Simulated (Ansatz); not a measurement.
# RuSe in the zincblende structure

Level of theory: DFT, r²SCAN, scalar-relativistic, no spin polarisation; plane waves to 500 eV with PAW datasets (Ansatz 0.2.0), 10×10×10 k-mesh, Gaussian smearing of 0.05 eV. The datasets are Ansatz's generated set soft_2.

```
CELL_PARAMETERS angstrom
0.00000 2.73242 2.73242
2.73242 0.00000 2.73242
2.73242 2.73242 0.00000
ATOMIC_POSITIONS crystal
Ru 0.00000 0.00000 0.00000
Se 0.25000 0.25000 0.25000
```

The structure was built from a prototype; whether the compound forms in it isn't claimed.

The cell above was scaled in volume, its shape and atoms being fixed by the lattice's symmetry. Energies are counted from the cell above.

Cell and atoms are those of this level's equilibrium.

```
V (Å³/atom)  ΔE (meV/atom)  P (GPa)
      19.58           14.2      5.8
      19.99            3.4      2.7
      20.40            0.0      0.0
      20.81            3.2     -2.4
      21.22           12.2     -4.6
      21.83           35.2     -7.4
```

**Question.** What do the points give for the equilibrium volume, the bulk modulus and its pressure derivative (third-order Birch–Murnaghan)?

**Answer.** V0 = 20.40 Å³/atom, B0 = 129 GPa, B0′ = 4.9.

B0·V0 = 128.7 GPa × 20.40 Å³ = 16.39 eV/atom sets the scale: near the minimum ΔE ≈ ½ B0 V0 x², with x = V/V0 − 1, and a pressure of 1.3 GPa squeezes the volume by about 1 %. At the ends of the curve: x = −4.0 % predicts 13.1 meV/atom and the run gives 14.2; x = +7.0 % predicts 40.2 meV/atom and the run gives 35.2. The lopsidedness is anharmonic: atoms resist being pushed together more than being pulled apart. The run is a metal.
